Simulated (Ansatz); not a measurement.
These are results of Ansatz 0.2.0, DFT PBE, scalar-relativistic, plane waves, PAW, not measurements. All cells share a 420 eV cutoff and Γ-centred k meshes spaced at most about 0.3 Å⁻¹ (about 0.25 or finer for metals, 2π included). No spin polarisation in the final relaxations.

All energies are static (0 K, no zero-point motion).

Two forms of In4O were relaxed alike.

A.

Space group I-43m (No. 217). a = 6.476 Å, b = 6.476 Å, c = 6.476 Å, α = 90.00°, β = 90.00°, γ = 90.00°
```json
{"atom": "In", "site": "8c", "symmetry": ".3m", "x": "0.2015", "y": "0.2015", "z": "0.2015"}
{"atom": "O", "site": "2a", "symmetry": "-43m", "x": "0.0000", "y": "0.0000", "z": "0.0000"}
```

B.

Space group Im-3m (No. 229). a = 6.240 Å, b = 6.240 Å, c = 6.240 Å, α = 90.00°, β = 90.00°, γ = 90.00°
```csv
atom,site,symmetry,x,y,z
In,8c,.-3m,0.2500,0.2500,0.2500
O,2a,m-3m,0.0000,0.0000,0.0000
```

Question: Which would you expect to be lower, and how large is the difference?

Answer: A is lower, by 167 meV/atom. A has space group I-43m (No. 217), 27.2 Å³/atom and no gap on its mesh; B has space group Im-3m (No. 229), 24.3 Å³/atom and no gap. Counting In atoms around O (those within 1.25 times the shortest such distance or 1.15 times the sum of covalent radii, 1.27 where that leaves under three; the shortest distance is added where it exceeds 1.18 times the sum of covalent radii), A has O 4 and B has O 8 from 2.7 Å. The lower one is the more open, so pressure narrows the difference. Both come from invented guesses.

Cells relaxed within their symmetry can be saddle points.
